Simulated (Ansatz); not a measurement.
A distorted cell of TiO2 (anatase):

```yaml
crystal:
  lattice:
    - [-1.89921, 1.89921, 4.85192]
    - [1.89921, -1.89921, 4.85192]
    - [1.89921, 1.89921, -4.85192]
  atoms:
    - { symbol: Ti, position: [0.50000, 0.50000, 0.00000] }
    - { symbol: Ti, position: [0.32360, 0.82360, 0.60579] }
    - { symbol: O, position: [0.29360, 0.29360, 0.00000] }
    - { symbol: O, position: [0.04360, 0.54360, 0.50000] }
    - { symbol: O, position: [0.45640, 0.95640, 0.50000] }
    - { symbol: O, position: [0.70640, 0.70640, 0.00000] }
```

Computed with PBE (plane waves to 420 eV, PAW, scalar-relativistic; Ansatz, an electronic-structure program). k mesh 10×10×10 (Γ-centred), Fermi-Dirac smearing 0.05 eV. E stands for the smeared free energy. Compression counts positive. The PAW data are Ansatz's earlier set. TiO2 is run without spin polarisation. TiO2 was relaxed with its symmetry unable to fall.

Question: What forces act on the atoms (eV/Å, Cartesian)?

Answer: 
| atom | Fx | Fy | Fz |
|---|---|---|---|
| Ti1 | 0.113 | -0.235 | 1.894 |
| Ti2 | -2.589 | -1.044 | -3.672 |
| O3 | 2.007 | -0.031 | 0.434 |
| O4 | 0.106 | 0.159 | -0.264 |
| O5 | 0.154 | 0.162 | 1.222 |
| O6 | 0.209 | 0.989 | 0.386 |

Question: What is the stress tensor (GPa)?

Answer: 
```
   17.9     -1.1      2.1
   -1.1     -4.2     -2.7
    2.1     -2.7      6.8
```
The pressure, a third of the trace, is 6.9 GPa.

Question: In it atom 2 sits (0.201, 0.201, 0.201) Å away from its relaxed site. What is its energy relative to the relaxed cell?

Answer: 592 meV/cell.

(A displaced cell: forces are minus the slopes of the energy, force constants its curvatures, and phonons follow from these.)
